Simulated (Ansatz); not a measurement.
input.yaml (Ansatz)

```yaml
crystal:
  lattice:
    - [-2.1236073439, 2.1236073439, 2.1236073439]
    - [2.1236073439, -2.1236073439, 2.1236073439]
    - [2.1236073439, 2.1236073439, -2.1236073439]
  atoms:
    - { symbol: La, position: [0.0, 0.0, 0.0], spin: 0.371 }
hamiltonian:
  xc: mr2scan
  pseudopotentials:
    kind: paw
    azcp:
      La: "pseudopotentials/La.paw.azcp"
basis:
  ecutwfc: 500
  fft_grid_basis: typed
kpoints:
  mp_grid: { grid: [17, 17, 17], shift: [0, 0, 0] }
magnetization:
  spin_polarized: true
scf:
  occupations: { method: fermi_dirac, width: 0.05 }
```

Terminal output

```
Engine: ansatz 0.2.0, aarch64-unknown-linux-gnu
Pseudopotentials: kind: paw
Pseudopotential: La, paw, valence charge 11, recommended cutoff 500 eV (meta_gga) 
Functional definition: m-r2SCAN
  exchange = m_r2scan_x
  correlation = m_r2scan_c
Crystal: 1 atoms, lattice volume = 38.307 Å³
Basis set: ecut = 500 eV, 959 PW (Γ), exchange–correlation on 108×108×108 points (64 copies of the dense FFT grid, shifted against one another)
Bands: 10, of which v1, the nominal top of the filled ones, is band 6 counted from 1 (5 counted from 0)
Symmetry: 48 space group operations
Space group: Im-3m (ITA 229), of the structure as read, at distance tolerance 3.4e-5 Å
Magnetic group: BNS 229.140 (UNI 1642), of the structure as read, at distance tolerance 3.4e-5 Å
k-points: 165 of 4913
Non-local potential: La, projectors of the file, l = 0: 3, l = 1: 2, l = 2: 2, l = 3: 3
PAW form: soft (Blöchl's): semilocal exchange-correlation on the pseudo side does not see the compensation charge
PAW frozen core: La, regenerated for the run's functional (the file was generated under x = pbe(κ = 0.804, μ = 0.2195149727645171), c = pbe(β = 0.06672455060314922))
PAW one-centre angular grid: La, 974 points (default); XC on 160 Gauss nodes
Initial density: superposition of atomic densities (chi_scale 0.1, normalization cell)
Starting moments: Σ|m| = 0.371 μB on 1 of 1 site
Initial wavefunctions: pseudopotential atomic-orbital guess
Functional: x = mr2scan, c = mr2scan; τ floored in thin density (d = 2e-4 eV/Å³)
iter 1 solved again at ethr=2.69e-3 eV; its pass at ethr=3.10e-3 eV (dr2=2.96e-1 eV) is discarded
SCF iter   1: F=—  HF=-6264.509074 eV  |F-HF|=—  |Δ(HF+E_count)|=         —  Δρ=1.96e-2 (↑1.96e-2 ↓7.06e-3)  dr2=3.16e-1  dr2_τ=6.84e-4  dr2_m=1.70e-2  M=0.294 μB ∫|m|=0.294 μB  β_m=1.00  ethr=2.69e-3  ⟨swp⟩=1.4  Hψ=23012  notcnv=0
Mixer restart at iter 1: flushing history
spin=Collinear: Kerker preconditioning applied to the charge; magnetization (m = ρ↑ − ρ↓) channel mixes plain (no charge-response kernel on spin).
SCF iter   2: F=—  HF=-6264.552267 eV  |F-HF|=—  |Δ(HF+E_count)|=   4.32e-2  Δρ=9.68e-3 (↑9.68e-3 ↓9.14e-3)  dr2=1.55e-1  dr2_τ=8.47e-4  dr2_m=3.12e-4  M=0.358 μB ∫|m|=0.358 μB  β_m=0.30  ethr=2.69e-3  ⟨swp⟩=2.8  Hψ=5775  notcnv=0  κ⁻¹=1.0e0(r=1)
SCF iter   3: F=—  HF=-6264.556942 eV  |F-HF|=—  |Δ(HF+E_count)|=         —  Δρ=9.78e-3 (↑4.30e-3 ↓9.78e-3)  dr2=2.43e-2  dr2_τ=5.59e-4  dr2_m=1.58e-2  M=0.447 μB ∫|m|=0.447 μB  β_m=0.44  ethr=1.41e-3  ⟨swp⟩=4.1  Hψ=7164  notcnv=0
Mixer restart at iter 3: flushing history
SCF iter   4: F=—  HF=-6264.570157 eV  |F-HF|=—  |Δ(HF+E_count)|=   1.32e-2  Δρ=6.34e-3 (↑2.72e-3 ↓6.34e-3)  dr2=1.33e-2  dr2_τ=2.15e-4  dr2_m=6.14e-3  M=0.485 μB ∫|m|=0.485 μB  β_m=1.00  ethr=2.21e-4  ⟨swp⟩=2.7  Hψ=5156  notcnv=0  κ⁻¹=1.0e0(r=1)
SCF iter   5: F=—  HF=-6264.580135 eV  |F-HF|=—  |Δ(HF+E_count)|=   9.98e-3  Δρ=7.34e-4 (↑7.34e-4 ↓6.96e-4)  dr2=9.92e-4  dr2_τ=2.43e-6  dr2_m=3.13e-5  M=0.583 μB ∫|m|=0.583 μB  β_m=1.00  ethr=1.21e-4  ⟨swp⟩=4.0  Hψ=7824  notcnv=0  defer=1  κ⁻¹=1.0e-2(r=2)
SCF iter   6: F=—  HF=-6264.580029 eV  |F-HF|=—  |Δ(HF+E_count)|=   1.06e-4  Δρ=4.03e-4 (↑4.03e-4 ↓3.63e-4)  dr2=2.30e-4  dr2_τ=9.36e-7  dr2_m=2.08e-6  M=0.608 μB ∫|m|=0.608 μB  β_m=1.00  ethr=9.02e-6  ⟨swp⟩=2.4  Hψ=5957  notcnv=0  defer=3  κ⁻¹=2.1e-3(r=3)
SCF iter   7: F=—  HF=-6264.579947 eV  |F-HF|=—  |Δ(HF+E_count)|=   8.15e-5  Δρ=2.96e-4 (↑2.96e-4 ↓2.74e-4)  dr2=8.91e-5  dr2_τ=6.35e-7  dr2_m=5.07e-6  M=0.606 μB ∫|m|=0.606 μB  β_m=1.00  ethr=2.09e-6  ⟨swp⟩=2.7  Hψ=5754  notcnv=0  defer=3  κ⁻¹=5.3e-4(r=4)
SCF iter   8: F=—  HF=-6264.580154 eV  |F-HF|=—  |Δ(HF+E_count)|=   2.07e-4  Δρ=7.52e-5 (↑5.12e-5 ↓7.52e-5)  dr2=3.10e-6  dr2_τ=5.82e-8  dr2_m=3.76e-7  M=0.586 μB ∫|m|=0.586 μB  β_m=1.00  ethr=8.10e-7  ⟨swp⟩=2.5  Hψ=6686  notcnv=0  defer=2  κ⁻¹=1.1e-4(r=5)
SCF iter   9: F=—  HF=-6264.580114 eV  |F-HF|=—  |Δ(HF+E_count)|=   3.99e-5  Δρ=4.45e-5 (↑3.73e-5 ↓4.45e-5)  dr2=1.24e-6  dr2_τ=1.52e-8  dr2_m=3.78e-8  M=0.585 μB ∫|m|=0.585 μB  β_m=1.00  ethr=2.82e-8  ⟨swp⟩=2.4  Hψ=5141  notcnv=0  defer=2  κ⁻¹=2.0e-5(r=6)
SCF iter  10: F=—  HF=-6264.580065 eV  |F-HF|=—  |Δ(HF+E_count)|=   4.91e-5  Δρ=2.65e-5 (↑2.65e-5 ↓2.40e-5)  dr2=3.33e-7  dr2_τ=5.85e-9  dr2_m=1.18e-7  M=0.586 μB ∫|m|=0.586 μB  β_m=1.00  ethr=1.12e-8  ⟨swp⟩=2.0  Hψ=5239  notcnv=0  defer=3  κ⁻¹=3.0e-6(r=7)
SCF iter  11: F=—  HF=-6264.580065 eV  |F-HF|=—  |Δ(HF+E_count)|=   2.85e-7  Δρ=1.09e-5 (↑1.06e-5 ↓1.09e-5)  dr2=4.16e-8  dr2_τ=1.03e-9  dr2_m=3.11e-8  M=0.589 μB ∫|m|=0.589 μB  β_m=1.00  ethr=3.03e-9  ⟨swp⟩=2.1  Hψ=5321  notcnv=0  defer=2  κ⁻¹=1.4e-6(r=8)
SCF iter  12: F=—  HF=-6264.580065 eV  |F-HF|=—  |Δ(HF+E_count)|=   1.28e-7  Δρ=3.84e-6 (↑3.67e-6 ↓3.84e-6)  dr2=6.95e-9  dr2_τ=2.98e-10  dr2_m=9.11e-10  M=0.590 μB ∫|m|=0.590 μB  β_m=1.00  ethr=3.78e-10  ⟨swp⟩=2.6  Hψ=5620  notcnv=0  defer=2  κ⁻¹=2.1e-7(r=8)
SCF iter  13: F=—  HF=-6264.580064 eV  |F-HF|=—  |Δ(HF+E_count)|=   5.36e-7  Δρ=2.96e-6 (↑2.73e-6 ↓2.96e-6)  dr2=2.76e-9  dr2_τ=1.68e-10  dr2_m=1.26e-9  M=0.590 μB ∫|m|=0.590 μB  β_m=1.00  ethr=6.31e-11  ⟨swp⟩=2.0  Hψ=5160  notcnv=0  defer=2  κ⁻¹=6.9e-7(r=8)
SCF iter  14: F=—  HF=-6264.580064 eV  |F-HF|=—  |Δ(HF+E_count)|=   2.08e-7  Δρ=7.29e-7 (↑6.33e-7 ↓7.29e-7)  dr2=1.69e-10  dr2_τ=1.21e-11  dr2_m=4.80e-11  M=0.589 μB ∫|m|=0.589 μB  β_m=1.00  ethr=2.51e-11  ⟨swp⟩=2.5  Hψ=5505  notcnv=0  defer=2  κ⁻¹=2.3e-6(r=8)
SCF iter  15: F=-6264.580064 eV  HF=-6264.580064 eV  |F-HF|=1.67e-9  |Δ(HF+E_count)|=   2.80e-9  Δρ=3.68e-7 (↑3.68e-7 ↓3.64e-7)  dr2=6.41e-11  dr2_τ=2.59e-12  dr2_m=1.32e-12  M=0.589 μB ∫|m|=0.589 μB  ethr=1.54e-12  ⟨swp⟩=1.0  Hψ=10053  notcnv=0
SCF 1 converged in 15 iterations: F = -6264.580064 eV  dr2 = 6.41e-11
this state was not tested for a lower state beside it, because the mixer in use, unlike msr1, does not test its closes by its own steps (another_mixer; see scf.mixing.algorithm and scf.lower_state_search)
SCF converged after 15 iterations
Magnetization: 0.5894 μB (5.7947 up, 5.2053 down)
Absolute magnetization: 0.5894 μB (∫|ρ↑−ρ↓|, with the PAW one-centre terms)
Spin contamination: 0.0007 ħ² per cell (⟨S²⟩ above its minimum at these occupations)
Per-site moments (μB) at R_I (Å): [(0.344037187544145, 1.5172557736714922)]
Free energy (F): -6264.580064 eV
Harris-Foulkes:  -6264.580064 eV  (|F-HF|=1.67e-9)
Internal energy: -6264.567729 eV  (E = F + TS)
E sigma→0 (E₀):  -6264.573897 eV
Entropy (-TS):   -0.012335 eV (-12.335 meV/atom)
Fermi energy:    10.774740 eV
--- Per-component energies (eV) ---
  E_band       = -55.937110
  E_kinetic    = 192.313032
  E_local      = -342.016190  (includes V_loc(G=0)·N_el)
  E_nonlocal   = 92.855202
  E_hartree    = 107.206930
  E_xc         = -131.701003
  E_vxc        = -160.071808  (∫ρ·V_xc dr)
  E_paw        = -5436.823323  (= ΣΔE_a)
  E_vpaw       = -61.797600  (= ΣTr[D̂ρ^β])
  E_aug_tail   = 0.000000  (compensation charges beyond the density's cutoff)
  E_vtau       = 8.366500  (kinetic-family band-sum trace: ∫τ·v_τ [+ j·A + Jᵃ·Aᵃ] dr)
  E_ewald      = -746.470889
  E_core_change = 0.068512  (= ΣΔE_core)
  E_smearing   = -0.012335  (= −TS)
  E_closure    = 0.000000  (closes the sum)
  Σ components = -6264.580064   (vs F -6264.580064, Δ=0.00e0)
```
